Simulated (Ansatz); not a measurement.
Total density of states per atom from DFT-r²SCAN in the program Ansatz with PAW potentials, in 0.25 eV bins, energy from the valence-band maximum:

(E (eV), states/eV/atom): (-7.86, 0.00); (-7.61, 0.00); (-7.36, 0.00); (-7.11, 0.00); (-6.86, 0.00); (-6.61, 0.41); (-6.36, 0.76); (-6.11, 0.27); (-5.86, 0.73); (-5.61, 0.45); (-5.36, 0.41); (-5.11, 0.47); (-4.86, 0.40); (-4.61, 0.36); (-4.36, 0.62); (-4.11, 0.65); (-3.86, 0.55); (-3.61, 0.79); (-3.36, 0.73); (-3.11, 0.47); (-2.86, 0.49); (-2.61, 0.63); (-2.36, 0.69); (-2.11, 0.80); (-1.86, 0.90); (-1.61, 1.03); (-1.36, 0.86); (-1.11, 2.77); (-0.86, 2.27); (-0.61, 1.53); (-0.36, 1.09); (-0.11, 0.20); (0.14, 0.00); (0.39, 0.00); (0.64, 0.00); (0.89, 0.00); (1.14, 0.15); (1.39, 0.67); (1.64, 0.65); (1.89, 0.44); (2.14, 0.43); (2.39, 0.34); (2.64, 0.68); (2.89, 0.61); (3.14, 0.60); (3.39, 0.42); (3.64, 0.28); (3.89, 0.59); (4.14, 0.64); (4.39, 0.44); (4.64, 0.60); (4.89, 0.35); (5.14, 0.13); (5.39, 0.00); (5.64, 0.00); (5.89, 0.00)

**Question.** Which compound is it?
A) S, R-3 (S on 18f)
B) SrCo2Ge2, I4/mmm (Sr on 2a, Co on 4d, Ge on 4e)
C) CoAsS, P2_13 (Co on 4a, As on 4a, S on 4a)
D) GaCo, CsCl type

**Answer.** C, CoAsS, P2_13 (Co on 4a, As on 4a, S on 4a). Top 1 eV of the valence band: Co 3d 73 %, As 4p 12 %, S 3p 11 %. Bottom 1 eV of the conduction band: Co 3d 56 %, S 3p 17 %, As 4p 15 %, As 4s 6 %. Projections are on Löwdin-orthogonalised atomic valence shells; empty p or d shells of many metals are not among them.

The first step of the workflow began from a Materials Project structure, measured or hypothetical; the Crystallography Open Database copy checked does not list it. COD files the formula under space group No. 4, 29. Its standing as an ambient phase is unchecked. The r²SCAN relaxation kept the symmetry of its start; whether a distortion lowers the energy is not shown. The run is not spin-polarised. Scalar-relativistic: spin–orbit coupling is off unless named, which matters more the heavier the elements.

Potentials: the later of the program's two PAW sets.
